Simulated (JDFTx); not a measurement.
An input for a modified build of JDFTx (Zr(0001), CANDLE, water, 0.5 M KCl; bohr, hartree) and the course of its log:

```
lattice \
  6.1212571767 -3.0606285884 0.0000000000 \
  0.0000000000 5.3011642078 0.0000000000 \
  0.0000000000 0.0000000000 44.9754817661
coords-type Lattice
ion Zr 0.6666666667 0.3333333333 -0.1592272179 0
ion Zr 0.3333333333 0.6666666667 -0.0543300420 0
ion Zr 0.6666666667 0.3333333333 0.0543300420 0
ion Zr 0.3333333333 0.6666666667 0.1592272179 0
ion-species pseudo/zr_pbe_v1.upf
elec-cutoff 20 100
elec-ex-corr gga-PBE
coulomb-interaction Slab 001
coulomb-truncation-embed 0 0 0
kpoint-folding 8 8 1
elec-smearing Fermi 0.01
elec-n-bands 34
electronic-scf nIterations 100 energyDiffThreshold 1e-08
fluid LinearPCM
pcm-variant CANDLE
fluid-solvent H2O
fluid-cation K+ 0.5
fluid-anion Cl- 0.5
fluid-minimize nIterations 400 knormThreshold 1e-11
wavefunction read vac.wfns
elec-initial-eigenvals vac.eigenvals
dump-name f0.$VAR
dump End State Ecomponents EigStats BandEigs Forces ElecDensity IonicPositions Fillings Kpoints Dtot FluidDebug BoundCharge FluidDensity
```

```
[one cycle in 5 is shown, and the last three; fluid-solver lines are left out]
	FillingsUpdate:  mu: -0.139884637  nElectrons: 48.000000
SCF: Cycle:  0   F: -188.787505669269763   dF: +1.348e-04   |Residual|: 1.777e-03   |deigs|: 8.369e-06
	FillingsUpdate:  mu: -0.136393259  nElectrons: 48.000000
SCF: Cycle:  5   F: -188.787672964016139   dF: +3.609e-07   |Residual|: 2.554e-04   |deigs|: 5.005e-04
	FillingsUpdate:  mu: -0.136092327  nElectrons: 48.000000
SCF: Cycle: 10   F: -188.787674815607858   dF: +7.009e-07   |Residual|: 1.252e-04   |deigs|: 2.582e-05
	FillingsUpdate:  mu: -0.136053272  nElectrons: 48.000000
SCF: Cycle: 15   F: -188.787675516817387   dF: +4.519e-08   |Residual|: 2.977e-05   |deigs|: 1.136e-05
	FillingsUpdate:  mu: -0.136079578  nElectrons: 48.000000
SCF: Cycle: 20   F: -188.787675540475647   dF: +3.470e-08   |Residual|: 2.527e-05   |deigs|: 1.074e-05
	FillingsUpdate:  mu: -0.136088691  nElectrons: 48.000000
SCF: Cycle: 25   F: -188.787675509413504   dF: +6.351e-08   |Residual|: 3.262e-05   |deigs|: 1.900e-05
	FillingsUpdate:  mu: -0.136067242  nElectrons: 48.000000
SCF: Cycle: 30   F: -188.787675569363159   dF: +1.235e-09   |Residual|: 1.255e-05   |deigs|: 2.071e-05
	FillingsUpdate:  mu: -0.136075071  nElectrons: 48.000000
SCF: Cycle: 35   F: -188.787675577757966   dF: -8.051e-08   |Residual|: 5.572e-06   |deigs|: 3.499e-05
	FillingsUpdate:  mu: -0.136070236  nElectrons: 48.000000
SCF: Cycle: 40   F: -188.787675553443933   dF: +2.105e-08   |Residual|: 2.059e-05   |deigs|: 3.229e-06
	FillingsUpdate:  mu: -0.136092384  nElectrons: 48.000000
SCF: Cycle: 45   F: -188.787675544526280   dF: -4.178e-09   |Residual|: 2.446e-05   |deigs|: 2.283e-05
	FillingsUpdate:  mu: -0.136074608  nElectrons: 48.000000
SCF: Cycle: 50   F: -188.787675564099999   dF: +1.233e-08   |Residual|: 1.749e-05   |deigs|: 1.232e-05
	FillingsUpdate:  mu: -0.136051718  nElectrons: 48.000000
SCF: Cycle: 55   F: -188.787675555231175   dF: +7.893e-09   |Residual|: 1.912e-05   |deigs|: 3.412e-05
	FillingsUpdate:  mu: -0.136073282  nElectrons: 48.000000
SCF: Cycle: 60   F: -188.787675489230793   dF: +9.000e-08   |Residual|: 4.617e-05   |deigs|: 7.187e-06
	FillingsUpdate:  mu: -0.136061248  nElectrons: 48.000000
SCF: Cycle: 65   F: -188.787675471139551   dF: +7.789e-08   |Residual|: 3.974e-05   |deigs|: 1.205e-05
	FillingsUpdate:  mu: -0.136071677  nElectrons: 48.000000
SCF: Cycle: 70   F: -188.787675560420269   dF: +1.704e-08   |Residual|: 1.933e-05   |deigs|: 1.037e-05
	FillingsUpdate:  mu: -0.136077871  nElectrons: 48.000000
SCF: Cycle: 75   F: -188.787675579138778   dF: -6.118e-08   |Residual|: 6.891e-06   |deigs|: 1.442e-05
	FillingsUpdate:  mu: -0.136083381  nElectrons: 48.000000
SCF: Cycle: 80   F: -188.787675575231987   dF: -8.596e-08   |Residual|: 9.317e-06   |deigs|: 4.338e-05
	FillingsUpdate:  mu: -0.136062205  nElectrons: 48.000000
SCF: Cycle: 85   F: -188.787675457282489   dF: +9.386e-08   |Residual|: 4.265e-05   |deigs|: 8.799e-06
	FillingsUpdate:  mu: -0.136070524  nElectrons: 48.000000
SCF: Cycle: 90   F: -188.787675571704426   dF: +7.117e-09   |Residual|: 1.271e-05   |deigs|: 7.267e-06
	FillingsUpdate:  mu: -0.136089326  nElectrons: 48.000000
SCF: Cycle: 95   F: -188.787675567802296   dF: -7.265e-08   |Residual|: 1.451e-05   |deigs|: 3.415e-05
	FillingsUpdate:  mu: -0.136089031  nElectrons: 48.000000
SCF: Cycle: 97   F: -188.787675577605825   dF: -3.422e-08   |Residual|: 7.069e-06   |deigs|: 3.894e-05
	FillingsUpdate:  mu: -0.136072579  nElectrons: 48.000000
SCF: Cycle: 98   F: -188.787675550768824   dF: +2.684e-08   |Residual|: 2.258e-05   |deigs|: 1.791e-05
	FillingsUpdate:  mu: -0.136122752  nElectrons: 48.000000
SCF: Cycle: 99   F: -188.787675366603196   dF: +1.842e-07   |Residual|: 5.177e-05   |deigs|: 5.400e-05
SCF: None of the convergence criteria satisfied after 100 iterations.
IonicMinimize: Iter:   0  F: -188.787675366603196  |grad|_K:  0.000e+00
IonicMinimize: Converged (|grad|_K<1.000000e-04).
```

This run gave no converged result. The loop ran out of cycles short of its threshold. It has stalled and not diverged: the last ten energies span 2e-07 Ha, so the total is near its end, but levels, forces and charges aren't shown converged.
